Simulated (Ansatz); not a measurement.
## Al2Cu (P4/mmm), clamped-ion strain scan

Method: DFT PBEsol, scalar-relativistic, plane waves, PAW (Ansatz). The runs took a 420 eV cutoff, a Γ-centred 12×12×16 mesh and Gaussian smearing (0.15 eV). No spin polarisation. Energies are free energies at this smearing, counted from the undisturbed cell; pressure is positive in compression.

Zero of the scan (relaxed at this level; it needn't be the usual structure):

```
Al Cu
1.0
     4.08417    0.00000    0.00000
     0.00000    4.08417    0.00000
     0.00000    0.00000    2.84639
Al Cu
2 1
Cartesian
  2.0421 0.0000 1.4232
  0.0000 2.0421 1.4232
  0.0000 0.0000 0.0000
```

The cell is strained by ε times the Voigt pattern (0, 0, 0, 0, 0, 1) (xx, yy, zz, yz, xz, xy; engineering shear) with fractional coordinates fixed. The cell is metallic on the mesh throughout.

| ε | ΔE (meV/atom) | stress summed along the pattern (GPa, tension positive) | pressure (GPa) |
| --- | --- | --- | --- |
| -0.0600 | 8.7 | ? | ? |
| -0.0300 | 2.3 | -1.49 | 0.1 |
| 0.0000 | 0.0 | 0.00 | 0.0 |
| 0.0075 | 0.1 | 0.39 | 0.1 |
| 0.0150 | 0.6 | ? | ? |
| 0.0225 | 1.3 | 1.14 | 0.1 |
| 0.0375 | 3.5 | 1.83 | 0.2 |
| 0.0450 | 5.0 | 2.16 | 0.2 |
| 0.0525 | 6.7 | 2.49 | 0.3 |

By symmetry 0.0600 repeats -0.0600, -0.0450 repeats 0.0450, 0.0300 repeats -0.0300, -0.0150 repeats 0.0150 in energy; the slope of the energy along the path changes sign there.

(1) Give the withheld values.

## Answers

(1) stress summed along the pattern (GPa, tension positive) at ε = -0.0600: -2.81; pressure (GPa) at ε = -0.0600: 0.4; stress summed along the pattern (GPa, tension positive) at ε = 0.0150: 0.77; pressure (GPa) at ε = 0.0150: 0.1.

Cost: 9 runs of about 2.3 core-minutes in all, on Arm Neoverse V2 (shared hosts).